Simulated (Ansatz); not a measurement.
input.yaml (Ansatz)

```yaml
crystal:
  lattice:
    - [2.3269911697, 0.0, 0.0]
    - [0.0, 2.3269911697, 0.0]
    - [0.0, 0.0, 2.3269911697]
  atoms:
    - { symbol: Co, position: [0.0, 0.0, 0.0], spin: 2.094 }
hamiltonian:
  xc: r2scan
  pseudopotentials:
    kind: paw
    azcp:
      Co: "pseudopotentials/Co.paw.azcp"
basis:
  ecutwfc: 500
  fft_grid_basis: typed
kpoints:
  mp_grid: { grid: [22, 22, 22], shift: [0, 0, 0] }
magnetization:
  spin_polarized: true
scf:
  occupations: { method: fermi_dirac, width: 0.05 }
```

and its output:

```
Engine: ansatz 0.2.0, x86_64-unknown-linux-gnu
Pseudopotentials: kind: paw
Pseudopotential: Co, paw, valence charge 17, recommended cutoff 500 eV (meta_gga) 
Functional definition: r2SCAN
  parameter k0 = 0.174
  parameter k1 = 0.065
  parameter a1 = 4.9479
  exchange = r2scan_x(k0 = k0, k1 = k1, a1 = a1)
  correlation = r2scan_c
Crystal: 1 atoms, lattice volume = 12.600 Å³
Basis set: ecut = 500 eV, 341 PW (Γ), exchange–correlation on 72×72×72 points (64 copies of the dense FFT grid, shifted against one another)
Bands: 14, of which v1, the nominal top of the filled ones, is band 9 counted from 1 (8 counted from 0)
Symmetry: 48 space group operations
Space group: Pm-3m (ITA 221), of the structure as read, at distance tolerance 2.3e-5 Å
Magnetic group: BNS 221.92 (UNI 1594), of the structure as read, at distance tolerance 2.3e-5 Å
k-points: 364 of 10648
Non-local potential: Co, projectors of the file, l = 0: 3, l = 1: 2, l = 2: 3, l = 3: 1
PAW form: soft (Blöchl's): semilocal exchange-correlation on the pseudo side does not see the compensation charge
PAW frozen core: Co, regenerated for the run's functional (the file was generated under x = pbe(κ = 0.804, μ = 0.2195149727645171), c = pbe(β = 0.06672455060314922))
PAW one-centre angular grid: Co, 590 points (default); XC on 160 Gauss nodes
Initial density: superposition of atomic densities (chi_scale 0.1, normalization cell)
Starting moments: Σ|m| = 2.094 μB on 1 of 1 site
Initial wavefunctions: pseudopotential atomic-orbital guess
Functional: x = r2scan, c = r2scan; τ floored in thin density (d = 2e-4 eV/Å³)
iter 1 solved again at ethr=2.19e-3 eV; its pass at ethr=3.10e-3 eV (dr2=3.72e-1 eV) is discarded
SCF iter   1: F=—  HF=-5129.978996 eV  |F-HF|=—  |Δ(HF+E_count)|=         —  Δρ=9.03e-2 (↑2.11e-2 ↓9.03e-2)  dr2=3.44e-1  dr2_τ=6.57e-3  dr2_m=3.51e-1  M=2.156 μB ∫|m|=2.209 μB  β_m=1.00  ethr=2.19e-3  ⟨swp⟩=2.5  Hψ=72995  notcnv=0
Mixer restart at iter 1: flushing history
SCF iter   2: F=—  HF=-5130.054724 eV  |F-HF|=—  |Δ(HF+E_count)|=   7.57e-2  Δρ=1.66e-2 (↑1.02e-2 ↓1.66e-2)  dr2=1.80e-2  dr2_τ=3.41e-3  dr2_m=4.04e-3  M=2.108 μB ∫|m|=2.224 μB  β_m=1.00  ethr=2.03e-3  ⟨swp⟩=3.1  Hψ=20066  notcnv=0  defer=28  κ⁻¹=1.0e0(r=1)
SCF iter   3: F=—  HF=-5130.465962 eV  |F-HF|=—  |Δ(HF+E_count)|=         —  Δρ=4.64e-2 (↑1.14e-2 ↓4.64e-2)  dr2=1.36e-1  dr2_τ=9.81e-4  dr2_m=6.82e-2  M=2.255 μB ∫|m|=2.393 μB  β_m=1.00  ethr=1.06e-4  ⟨swp⟩=2.6  Hψ=23189  notcnv=0  defer=331
Mixer restart at iter 3: flushing history
SCF iter   4: F=—  HF=-5131.087891 eV  |F-HF|=—  |Δ(HF+E_count)|=   6.22e-1  Δρ=1.12e-1 (↑5.60e-2 ↓1.12e-1)  dr2=2.01e0  dr2_τ=4.78e-3  dr2_m=1.05e-1  M=2.002 μB ∫|m|=2.162 μB  β_m=1.00  ethr=2.94e-4  ⟨swp⟩=3.2  Hψ=24270  notcnv=0  defer=334
SCF iter   5: F=—  HF=-5130.750628 eV  |F-HF|=—  |Δ(HF+E_count)|=   3.37e-1  Δρ=1.49e-2 (↑7.38e-3 ↓1.49e-2)  dr2=1.26e-2  dr2_τ=9.85e-3  dr2_m=5.19e-3  M=2.077 μB ∫|m|=2.227 μB  β_m=1.00  ethr=2.94e-4  ⟨swp⟩=3.0  Hψ=28963  notcnv=0  defer=341  κ⁻¹=1.0e0(r=1)
SCF iter   6: F=—  HF=-5130.760209 eV  |F-HF|=—  |Δ(HF+E_count)|=   9.58e-3  Δρ=6.20e-3 (↑4.03e-3 ↓6.20e-3)  dr2=1.17e-2  dr2_τ=1.08e-4  dr2_m=2.49e-4  M=2.061 μB ∫|m|=2.214 μB  β_m=1.00  ethr=7.42e-5  ⟨swp⟩=2.3  Hψ=23022  notcnv=0  defer=407  κ⁻¹=4.5e-3(r=2)
SCF iter   7: F=—  HF=-5130.772634 eV  |F-HF|=—  |Δ(HF+E_count)|=   1.24e-2  Δρ=4.48e-3 (↑2.40e-3 ↓4.48e-3)  dr2=4.79e-3  dr2_τ=5.04e-5  dr2_m=2.67e-4  M=2.054 μB ∫|m|=2.207 μB  β_m=1.00  ethr=6.85e-5  ⟨swp⟩=2.0  Hψ=12920  notcnv=0  defer=407  κ⁻¹=1.3e-4(r=3)
SCF iter   8: F=—  HF=-5130.785116 eV  |F-HF|=—  |Δ(HF+E_count)|=   1.25e-2  Δρ=1.57e-3 (↑7.44e-4 ↓1.57e-3)  dr2=3.30e-4  dr2_τ=4.81e-6  dr2_m=5.88e-5  M=2.039 μB ∫|m|=2.191 μB  β_m=1.00  ethr=2.82e-5  ⟨swp⟩=2.4  Hψ=17402  notcnv=0  defer=407  κ⁻¹=1.6e-5(r=4)
SCF iter   9: F=—  HF=-5130.786926 eV  |F-HF|=—  |Δ(HF+E_count)|=   1.81e-3  Δρ=4.50e-4 (↑3.95e-4 ↓4.50e-4)  dr2=1.50e-5  dr2_τ=2.14e-7  dr2_m=3.50e-6  M=2.031 μB ∫|m|=2.183 μB  β_m=1.00  ethr=1.94e-6  ⟨swp⟩=2.1  Hψ=16226  notcnv=0  defer=407  κ⁻¹=7.8e-7(r=5)
SCF iter  10: F=—  HF=-5130.787115 eV  |F-HF|=—  |Δ(HF+E_count)|=   1.89e-4  Δρ=1.40e-4 (↑1.32e-4 ↓1.40e-4)  dr2=1.19e-6  dr2_τ=7.53e-8  dr2_m=5.05e-7  M=2.028 μB ∫|m|=2.180 μB  β_m=1.00  ethr=8.80e-8  ⟨swp⟩=2.0  Hψ=16471  notcnv=0  defer=407  κ⁻¹=1.8e-7(r=6)
SCF iter  11: F=—  HF=-5130.787123 eV  |F-HF|=—  |Δ(HF+E_count)|=   8.35e-6  Δρ=5.11e-5 (↑3.79e-5 ↓5.11e-5)  dr2=1.55e-7  dr2_τ=7.82e-9  dr2_m=4.22e-8  M=2.027 μB ∫|m|=2.179 μB  β_m=1.00  ethr=7.01e-9  ⟨swp⟩=2.0  Hψ=16432  notcnv=0  defer=407  κ⁻¹=4.8e-8(r=7)
SCF iter  12: F=—  HF=-5130.787123 eV  |F-HF|=—  |Δ(HF+E_count)|=   1.87e-7  Δρ=2.98e-5 (↑2.98e-5 ↓2.51e-5)  dr2=4.55e-8  dr2_τ=4.97e-9  dr2_m=3.83e-8  M=2.027 μB ∫|m|=2.179 μB  β_m=1.00  ethr=9.10e-10  ⟨swp⟩=2.0  Hψ=14346  notcnv=0  defer=407  κ⁻¹=6.1e-9(r=8)
SCF iter  13: F=—  HF=-5130.787126 eV  |F-HF|=—  |Δ(HF+E_count)|=   2.11e-6  Δρ=8.23e-6 (↑4.57e-6 ↓8.23e-6)  dr2=6.31e-9  dr2_τ=2.28e-10  dr2_m=8.30e-10  M=2.027 μB ∫|m|=2.179 μB  β_m=1.00  ethr=2.67e-10  ⟨swp⟩=2.0  Hψ=16634  notcnv=0  defer=407  κ⁻¹=9.4e-8(r=8)
SCF iter  14: F=-5130.787126 eV  HF=-5130.787126 eV  |F-HF|=6.18e-11  |Δ(HF+E_count)|=   7.81e-8  Δρ=5.11e-6 (↑2.22e-6 ↓5.11e-6)  dr2=2.61e-9  dr2_τ=1.03e-10  dr2_m=7.93e-10  M=2.027 μB ∫|m|=2.179 μB  ethr=3.71e-11  ⟨swp⟩=1.0  Hψ=29721  notcnv=0
SCF 1 converged in 14 iterations: F = -5130.787126 eV  dr2 = 2.61e-9
this state was not tested for a lower state beside it, because the mixer in use, unlike msr1, does not test its closes by its own steps (another_mixer; see scf.mixing.algorithm and scf.lower_state_search)
SCF converged after 14 iterations
Magnetization: 2.0274 μB (9.5137 up, 7.4863 down)
Absolute magnetization: 2.1794 μB (∫|ρ↑−ρ↓|, with the PAW one-centre terms)
Spin contamination: 0.0450 ħ² per cell (⟨S²⟩ above its minimum at these occupations)
Per-site moments (μB) at R_I (Å): [(2.0852865434847936, 0.9598838575012499)]
Free energy (F): -5130.787126 eV
Harris-Foulkes:  -5130.787126 eV  (|F-HF|=6.18e-11)
Internal energy: -5130.777921 eV  (E = F + TS)
E sigma→0 (E₀):  -5130.782523 eV
Entropy (-TS):   -0.009204 eV (-9.204 meV/atom)
Fermi energy:    16.095896 eV
--- Per-component energies (eV) ---
  E_band       = -320.653847
  E_kinetic    = 453.038246
  E_local      = -3138.510107  (includes V_loc(G=0)·N_el)
  E_nonlocal   = 459.588129
  E_hartree    = 1315.303266
  E_xc         = -156.433267
  E_vxc        = -228.203510  (∫ρ·V_xc dr)
  E_paw        = -1526.414593  (= ΣΔE_a)
  E_vpaw       = -511.835670  (= ΣTr[D̂ρ^β])
  E_aug_tail   = 0.000036  (compensation charges beyond the density's cutoff)
  E_vtau       = 14.665937  (kinetic-family band-sum trace: ∫τ·v_τ [+ j·A + Jᵃ·Aᵃ] dr)
  E_ewald      = -2537.054426
  E_core_change = -0.295206  (= ΣΔE_core)
  E_smearing   = -0.009204  (= −TS)
  E_closure    = 0.000000  (closes the sum)
  Σ components = -5130.787126   (vs F -5130.787126, Δ=0.00e0)
```

Launched by

```sh
ansatz run input.yaml --threads 1 --pin off --max-ram 3584MiB --backend cpu --events-out ev --progress --plain --runs-dir out
```

On 1 thread of Intel(R) Xeon(R) Platinum 8259CL CPU @ 2.50GHz (Skylake/Cascade Lake) (shared host) this took about 51 s of wall time and 50 s of CPU time.
